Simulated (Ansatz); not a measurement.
Single points with r2SCAN in Ansatz 0.2.0, PAW, spin-restricted, at the geometries given.

Problem. Which of them gave these results: no gap, pressure -3.6 GPa, largest force 0.00 eV/Å, largest positive Bader charge +1.36 e?
A.
Ba2CuWO6 (500 eV, 6×6×6 mesh on the cell that ran, as a rule the primitive one, gaussian 0.2152 eV)
```
Ba Cu W O
1.0
     0.00000    5.63127    0.00000
     5.63127    0.00000    0.00000
     2.81563    2.81563   -4.37020
Ba Cu W O
2 1 1 6
Cartesian
  2.8156 5.6313 -2.1851
  5.6313 2.8156 -2.1851
  0.0000 0.0000 0.0000
  2.8156 2.8156 0.0000
  1.5317 1.3402 0.0000
  4.2910 1.5317 0.0000
  4.0996 4.2910 0.0000
  1.3402 4.0996 0.0000
  2.8156 2.8156 -1.9229
  5.6313 5.6313 -2.4473
```
B.
NbRu3 (500 eV, 7×7×7 mesh on the cell that ran, as a rule the primitive one, gaussian 0.0105 eV)
```
Nb Ru
1.0
     3.88782    0.00000    0.00000
     0.00000    3.88782    0.00000
     0.00000    0.00000    3.88782
Nb Ru
1 3
Cartesian
  0.0000 0.0000 0.0000
  0.0000 1.9439 1.9439
  1.9439 0.0000 1.9439
  1.9439 1.9439 0.0000
```
C.
Ru (500 eV, 16×16×16 mesh on the cell that ran, as a rule the primitive one, fermi-dirac 0.1 eV)
```
Ru
1.0
    -1.61454    1.61454    1.33194
     1.61454   -1.61454    1.33194
     1.61454    1.61454   -1.33194
Ru
1
Cartesian
  0.0000 0.0000 0.0000
```

Solution. B. The others gave Ru: no gap, 2.7 GPa; Ba2CuWO6: no gap, -4.8 GPa.

Origins: Ru, a known structure type with other elements, at an estimated volume; NbRu3, a database entry at a rescaled volume; Ba2CuWO6, a database entry at a rescaled volume. Caveats for one or more cells: many states at the Fermi level without spin polarisation, so a magnetic state may lie lower; wide smearing.
